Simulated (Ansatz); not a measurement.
The numbers come from plane-wave PAW DFT (Ansatz): a composed functional ({exchange: {slater: 0.52, b88: 0.48}, correlation: vwn5}), no spin polarisation, 420 eV, 5×5×7 Γ-centred k points, fermi-dirac occupations (width 0.1 eV). Nothing was relaxed.

Computed maps in the lattice plane spanned by a (left to right, 5.64 Å, 17 points from zero) and b (bottom to top, 5.64 Å, 17 points from zero), 98° apart, at height 0.000 along c. The fields are smooth PAW ones with compensation charges, not the true ones near nuclei.

Valence density. Digits on a logarithmic scale: 0 up to 0.03 e/Å³, each further digit a factor of 1.6, 9 from 1.3 e/Å³ up:
```
99855443322123599
98679876532223579
65799998632223455
35999998532223333
24899985322222222
24799853211222221
23688531001122222
23565320000123332
22333210000235653
22222211001358863
21222221123589974
22222222235899984
33333222358999995
65543222368999975
99753222356789768
99953212233445589
99963222222223699
```

ELF. Ten even steps from '0' (0.02) to '9' (0.93):
```
63101111221000124
21057656631000012
10597799831000001
01774799721000000
01677764210000000
01599620000000000
01699400000001111
12687200000012332
12332100000027862
01111000000049961
00000000000269951
00000000124677761
00000001279974771
11000001389977950
22100001366567501
64210001221111013
96210000110000126
```

Task: The cell is CuH4Cl2F2. Which atoms lie within 0.2 Å of this plane, and where (fractions of a and b)?

Result: Cu at (0.00, 0.00), F at (0.23, 0.77), F at (0.77, 0.23), H at (0.41, 0.80), H at (0.20, 0.59), H at (0.59, 0.20), H at (0.80, 0.41). The whole cell:
```
CELL_PARAMETERS angstrom
3.69585 4.26591 0.00000
3.69585 -4.26591 0.00000
0.54199 0.00000 -3.59220
ATOMIC_POSITIONS crystal
Cu 0.00000 0.00000 0.00000
Cl 0.23723 0.23723 0.44120
Cl 0.76277 0.76277 0.55880
F 0.23420 0.76580 0.00000
F 0.76580 0.23420 0.00000
H 0.40955 0.80195 0.97700
H 0.19805 0.59045 0.02300
H 0.59045 0.19805 0.02300
H 0.80195 0.40955 0.97700
```

Origin: a known structure type with other elements, at an estimated volume, so it need not be a known compound. Caveats: many states at the Fermi level without spin polarisation, so a magnetic state may lie lower; atoms or cell far from equilibrium.
